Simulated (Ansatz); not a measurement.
MgS (rock salt, Fm-3m) at seven volumes, plane-wave PAW PBEsol (Ansatz code), scaled uniformly. One row is withheld.

```
V (Å³/atom)  P (GPa)
-----------  -------
15.828          8.93
16.350             ?
16.872          2.53
17.394          0.00
17.916         -2.17
18.437         -4.04
18.959         -5.65
```

Q: Fit the shown pressures and predict the withheld one.

A: P = (3/2)B₀(x^(7/2) − x^(5/2))[1 + (3/4)(B′ − 4)(x − 1)] with x = (V₀/V)^(2/3). Least squares on the six rows gives V₀ = 17.394 Å³/atom, B₀ = 78.1 GPa, B′ = 4.07. At V = 16.350, x = 1.0421 and P = 5.48 GPa. The run itself gave 5.48 GPa.

The cell was relaxed with PBEsol under the symmetry of its start.

Potentials: the later of the program's two PAW sets.
